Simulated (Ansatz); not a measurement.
ScCu: how the k-point mesh moves the results

All numbers below come from Ansatz, DFT PBEsol, scalar-relativistic, plane waves, PAW.

```yaml
crystal:
  lattice:
    - [3.29277, 0.03465, 0.01229]
    - [0.03465, 3.23897, 0.02485]
    - [0.01229, 0.02485, 3.24270]
  atoms:
    - { symbol: Sc, position: [0.46503, 0.54021, 0.47940] }
    - { symbol: Cu, position: [0.01575, 0.01269, 0.99511] }
```

The plane-wave cutoff is 420 eV and the occupation rule is Gaussian smearing, 0.1 eV. The spin treatment is unpolarised.

The atoms stay fixed while the k-point mesh is varied. ΔE is the energy extrapolated to zero smearing, less that of the reference run (10×10×10). The cell was strained and its atoms displaced at random, so that forces don't vanish. The meshes are Γ-centred. Pressure is positive in compression.

(1) One run gave ΔE = 30.5 meV/atom and P = -2.90 GPa. Which k-point mesh did it use, of 1×1×1, 2×2×2, 4×4×4, 6×6×6?

## Answers

(1) 4×4×4. All runs:

| mesh | ΔE (meV/atom) | P (GPa) | largest change of a force component (eV/Å) | irreducible points |
| --- | --- | --- | --- | --- |
| 1×1×1 | -1587 | -16.39 | 0.792 | 1 |
| 2×2×2 | 83.3 | -2.69 | 0.365 | 8 |
| 4×4×4 | 30.5 | -2.90 | 0.023 | 36 |
| 6×6×6 | 5.67 | -2.89 | 0.005 | 112 |
| 10×10×10 | 0.00 | -2.95 | 0.000 | 504 |